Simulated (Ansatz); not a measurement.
ZrSeS:
```cif
data_SSeZr
_chemical_formula_sum 'Zr1 Se1 S1'
_space_group_name_H-M_alt 'P 1'
_space_group_IT_number 1
_cell_length_a 3.73802
_cell_length_b 3.73802
_cell_length_c 6.10564
_cell_angle_alpha 90.000
_cell_angle_beta 90.000
_cell_angle_gamma 120.000
loop_
_space_group_symop_operation_xyz
  'x, y, z'
loop_
_atom_site_label
_atom_site_type_symbol
_atom_site_fract_x
_atom_site_fract_y
_atom_site_fract_z
_atom_site_occupancy
Zr1 Zr 0.00000 0.00000 0.01273 1
Se1 Se 0.66667 0.33333 0.74804 1
S1 S 0.33333 0.66667 0.23923 1
```

Relaxed with r²SCAN+D4.

**Question.** Tabulate the valence density and the electron localisation function along the shortest Zr–Se contact (2.70 Å), DFT-r²SCAN+D4 in the program Ansatz with PAW potentials.

**Answer.** 

| distance from Zr (Å) | density (e/Å³) | ELF |
|---|---|---|
| 0.27 | 3.82 | 0.36 |
| 0.40 | 4.15 | 0.68 |
| 0.54 | 3.62 | 0.82 |
| 0.67 | 2.56 | 0.83 |
| 0.81 | 1.53 | 0.74 |
| 0.94 | 0.84 | 0.50 |
| 1.08 | 0.51 | 0.29 |
| 1.21 | 0.40 | 0.28 |
| 1.35 | 0.40 | 0.47 |
| 1.48 | 0.46 | 0.68 |
| 1.62 | 0.58 | 0.77 |
| 1.75 | 0.75 | 0.79 |
| 1.89 | 1.05 | 0.79 |
| 2.02 | 1.98 | 0.73 |
| 2.16 | 4.58 | 0.59 |
| 2.29 | 11.11 | 0.39 |
| 2.43 | 23.41 | 0.20 |

The density is the valence pseudo-density with augmentation charge, so density and ELF within about 1 Å of a nucleus are not all-electron values.

Space group P3m1. The first step of the workflow began from a Materials Project structure, measured or hypothetical; the Crystallography Open Database copy checked does not list it. With Se and S taken as one species the cell has the higher symmetry P-3m1, so it may be an ordered model of a mixed-site phase. Whether it is the stable phase at ambient conditions was not checked. The r²SCAN+D4 relaxation kept the symmetry of its start; whether a distortion lowers the energy is not shown. The run is not spin-polarised.

Potentials: the later of the program's two PAW sets.
